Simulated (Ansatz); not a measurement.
This run works on a generated trial structure, not on a known crystal.

Input and command of a plane-wave DFT calculation in Ansatz:

```yaml
crystal:
  lattice:
    - [6.64367531, 0.0, 0.0]
    - [-3.32183765, 5.75359159, 0.0]
    - [0.0, 0.0, 5.21624893]
  atoms:
    - { symbol: In, position: [0.71960445, 0.0, 0.0] }
    - { symbol: In, position: [0.0, 0.71960445, 0.0] }
    - { symbol: In, position: [0.28039555, 0.28039555, 0.0] }
    - { symbol: In, position: [0.28039555, 0.0, 0.0] }
    - { symbol: In, position: [0.0, 0.28039555, 0.0] }
    - { symbol: In, position: [0.71960445, 0.71960445, 0.0] }
    - { symbol: Ge, position: [0.0, 0.0, 0.0] }
    - { symbol: O, position: [0.0, 0.0, 0.5] }
basis:
  ecutwfc: 420
kpoints:
  mp_grid: { grid: [2, 2, 3] }
hamiltonian:
  xc: pbe
scf:
  occupations: { method: gaussian, width: 0.15 }
  lower_state_search: "off"
output:
  forces: true
  stress: true
  eigenvalues: true
relax:
  adjacent_minimum: "off"
  f_tol: 0.08
  max_steps: 16
  cell: { stress_tol: 0.8 }
```

```bash
ansatz run input.yaml --threads 1 --pin off --max-ram 2560MiB --backend cpu --events-out ev --progress --plain --runs-dir out
```

Processor: Arm Neoverse V2, 1 thread, on a host shared with other jobs.

Estimate time, memory and problem size.

About 67 s, peak memory 0.5 GiB. It solves 59 bands at 4 k points (after reduction by symmetry) with about 4987 plane waves (on the last cell), in 98 SCF iterations over 13 ionic steps.
